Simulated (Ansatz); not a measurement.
**Question.** Each is relaxed and computed with PBEsol (plane waves, PAW; program Ansatz). Which is the only metal?
A. Ta2O5, Pmmm (Pearson symbol oP7)
B. Al3BC3, P6_3cm (Pearson symbol hP42)
C. AlBN2, chalcopyrite
D. TaAlB, Cmcm (Al on 4c, B on 4c, Ta on 4c)

**Answer.** D, TaAlB, Cmcm (Al on 4c, B on 4c, Ta on 4c). TaAlB: metal; AlBN2: gap 2.69 eV (direct); Al3BC3: gap 1.64 eV (indirect); Ta2O5: gap 0.32 eV (indirect). Typed or built starts, not in the databases checked: TaAlB, Cmcm (Al on 4c, B on 4c, Ta on 4c); AlBN2, chalcopyrite. Standing as an ambient phase not checked: Al3BC3, P6_3cm (Pearson symbol hP42); Ta2O5, Pmmm (Pearson symbol oP7). Unstable at this level: Ta2O5, Pmmm (Pearson symbol oP7). All cells were relaxed under the symmetry of their starts (and spin orders); stability against distortions was not tested throughout. Named crystals with no word on spin ran without spin polarisation. Scalar-relativistic: spin–orbit coupling is off unless named, which matters more the heavier the elements.

Potentials: the earlier of the program's two PAW sets. The files were generated under PBE; for other functionals the program regenerates the frozen cores, and for LDA and PBEsol the local potential too.
